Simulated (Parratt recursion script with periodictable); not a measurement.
# Neutron reflectivity of BaTiO3 on Si at several surface roughnesses

| layer, from the top | thickness (Å) | density (g/cm³) | rms roughness of its top face (Å) | ρ (10⁻⁶ Å⁻²) | ρ″ (10⁻⁶ Å⁻²) |
|---|---|---|---|---|---|
| BaTiO3 | 300 | 5.572 | varied | 2.751 | 2.877 × 10⁻⁴ |
| Si (substrate) | – | 2.313 | 3.2 | 2.059 | 2.358 × 10⁻⁵ |

ρ and ρ″ are the real and imaginary parts of the scattering length density. Vacuum lies above.

Densities are inputs, not measurements. They were set from computed cells of the Materials Project: BaTiO3 from entry mp-5986 (P4mm, 5.927 g/cm³, taken at 94 %); Si from entry mp-149 (Fd-3m, 2.313 g/cm³). A layer's crystal structure does not enter its constants, only its composition and density.

Model: specular neutron reflectivity, Parratt recursion, Névot-Croce roughness, natural isotopes, no magnetic scattering. Program: Parratt recursion script with periodictable 1.7.1.

Neutron wavelength 4.75 Å. Q is scanned from 0.004 to 0.2 Å⁻¹ in 600 evenly spaced points, and the curve is smoothed with a Gaussian of 0.001 Å⁻¹ full width. A maximum is a scan point above both neighbours; its place and height come from a parabola through R at the three points.

The table follows two fringe maxima, those next to orders 4.5 and 9.5 of m = (d/2π)(Q² − 16πρ)^½, through runs that differ in the roughness σ₁ of the film surface alone.

| σ₁ (Å) | Q of the first (Å⁻¹) | R there | Q of the second (Å⁻¹) | R there |
|---|---|---|---|---|
| 3.6 | 0.0934 | 2.16 × 10⁻⁵ | 0.1985 | 7.34 × 10⁻⁷ |
| 10 | 0.0934 | ? | 0.1984 | ? |

Estimate the two heights for σ₁ = 10 Å.

At a maximum the amplitudes from the film's two faces add: R ≈ (|r₁|g₁ + |r₂|g₂A)². Here q₀ = Q, qⱼ = (Q² − 16πρⱼ)^½ (1 film, 2 substrate), |r₁| = |q₀² − q₁²|/(q₀ + q₁)², |r₂| = |q₁² − q₂²|/(q₁ + q₂)² with the numerators taken from the constants, g₁ = exp(−q₀q₁σ₁²/2), g₂ = exp(−q₁q₂σ₂²/2), and A = exp(−8πρ″₁d/q₁) for absorption in the film.

Check on a shown row, σ₁ = 3.6 Å, second maximum: q₀ = 0.1985, q₁ = 0.1982, q₂ = 0.1982 Å⁻¹; |r₁| = 8.79 × 10⁻⁴, |r₂| = 2.21 × 10⁻⁴; g₁ = 0.775, g₂ = 0.818, A = 1.000; R ≈ 7.43 × 10⁻⁷ against 7.34 × 10⁻⁷ in the table.

- σ₁ = 10 Å, first maximum: q₀ = 0.0934, q₁ = 0.0927, q₂ = 0.0928 Å⁻¹; |r₁| = 0.00399, |r₂| = 0.00101; g₁ = 0.649, g₂ = 0.957, A = 1.000; R ≈ 1.26 × 10⁻⁵.
- σ₁ = 10 Å, second maximum: q₀ = 0.1984, q₁ = 0.1981, q₂ = 0.1981 Å⁻¹; |r₁| = 8.80 × 10⁻⁴, |r₂| = 2.22 × 10⁻⁴; g₁ = 0.140, g₂ = 0.818, A = 1.000; R ≈ 9.29 × 10⁻⁸.

The run gave 1.21 × 10⁻⁵ and 9.07 × 10⁻⁸; the estimates are 1.04 and 1.02 times these.
